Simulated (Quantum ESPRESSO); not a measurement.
pw.x input (Quantum ESPRESSO 7.5; PBEsol, PseudoDojo standard norm-conserving files, fully relativistic):

```
&CONTROL
  calculation = 'scf'
  pseudo_dir = './pseudo'
  outdir = './out'
  tprnfor = .true.
  tstress = .true.
/
&SYSTEM
  ibrav = 0
  nat = 3
  ntyp = 2
  ecutwfc = 84.0
  ecutrho = 336.0
  occupations = 'smearing'
  smearing = 'fd'
  degauss = 0.002
  nbnd = 26
  noncolin = .true.
  lspinorb = .true.
/
&ELECTRONS
  conv_thr = 3e-10
/
ATOMIC_SPECIES
O 15.9990 O.upf
Ba 137.3270 Ba.upf
CELL_PARAMETERS angstrom
 -1.885654514000   1.885654514000   3.375046765000
  1.885654514000  -1.885654514000   3.375046765000
  1.885654514000   1.885654514000  -3.375046765000
ATOMIC_POSITIONS crystal
O   0.391208919100   0.391208919100   0.000000000000
O   0.608791080900   0.608791080900   0.000000000000
Ba   0.000000000000  -0.000000000000   0.000000000000
K_POINTS automatic
10 10 10 0 0 0
```

End of the output:

```
     total energy              =    -122.08003628 Ry
     estimated scf accuracy    <       0.00000033 Ry
     total energy              =    -122.08003648 Ry
     estimated scf accuracy    <       0.00000008 Ry
     total energy              =    -122.08003649 Ry
     estimated scf accuracy    <          8.5E-09 Ry
[...]
     the Fermi energy is     9.5436 ev
!    total energy              =    -122.08003650 Ry
     estimated scf accuracy    <          5.7E-11 Ry
     smearing contrib. (-TS)   =      -0.00000000 Ry
     internal energy E=F+TS    =    -122.08003650 Ry
     The total energy is F=E-TS. E is the sum of the following terms:
     one-electron contribution =     -21.65764904 Ry
     hartree contribution      =      24.50380813 Ry
     xc contribution           =     -29.62813277 Ry
     ewald contribution        =     -95.29806281 Ry
     convergence has been achieved in  11 iterations
     Forces acting on atoms (cartesian axes, Ry/au):
     atom    1 type  1   force =    -0.00000000    0.00000000   -0.00018165
     atom    2 type  1   force =     0.00000000    0.00000000    0.00018165
     atom    3 type  2   force =     0.00000000    0.00000000    0.00000000
     Total force =     0.000257     Total SCF correction =     0.000008
     Computing stress (Cartesian axis) and pressure
          total   stress  (Ry/bohr**3)                   (kbar)     P=        0.21
   0.00000123  -0.00000000  -0.00000000            0.18       -0.00       -0.00
  -0.00000000   0.00000123  -0.00000000           -0.00        0.18       -0.00
  -0.00000000  -0.00000000   0.00000190           -0.00       -0.00        0.28
```
In a gapped system the printed Fermi energy is only some level inside the gap.

Geometry relaxed with PBEsol.
